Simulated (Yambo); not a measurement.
Yambo run on CsBH4 (space group F-43m, No. 216). The wavefunctions are PBEsol (pw.x of Quantum ESPRESSO, ONCV potentials, no spin-orbit coupling) ones on a 4×4×4 mesh (8 occupied bands); a = b = c = 5.184 Å, α = β = γ = 60.00°.

Yambo input:

```
rim_cut
gw0
dyson
el_el_corr
HF_and_locXC
cohsex
em1s
RandQpts= 1000000
RandGvec= 1 Ry
EXXRLvcs= 76 Ry
VXCRLvcs= 304 Ry
Chimod= "HARTREE"
% BndsRnXs
 1 | 170 |
%
NGsBlkXs= 8 Ry
% LongDrXs
 1.0 | 1.0 | 1.0 |
%
ExtendOut
% QPkrange
 7 | 7 | 8 | 9 |
 8 | 8 | 8 | 8 |
%
```

k points by index: 7 = X, 8 = W.

Table of the .qp output:

```
#    K-point    Band    Eo [eV]    E [eV]    E-Eo [eV]    Vxc [eV]    Vnlxc [eV]    Sc|Eo [eV]    Re(Z)    Im(Z)
#
    7    8    -0.001302    -4.438973    -4.437671    -12.16918    -16.47042    -0.136437    1.000000    0.000000
    7    9    5.555597    5.646029    0.090432    -6.588006    -2.937032    -3.560543    1.000000    0.000000
    8    8    0.000000    -4.433542    -4.433542    -12.16884    -16.45265    -0.149736    1.000000    0.000000
```
(The two width columns are left out.) Convergence of these settings isn't established.

Geometry of the Materials Project entry, not relaxed at this level.

The structure is a Materials Project entry; no match was found in the copy of COD used, and its stability was not checked.
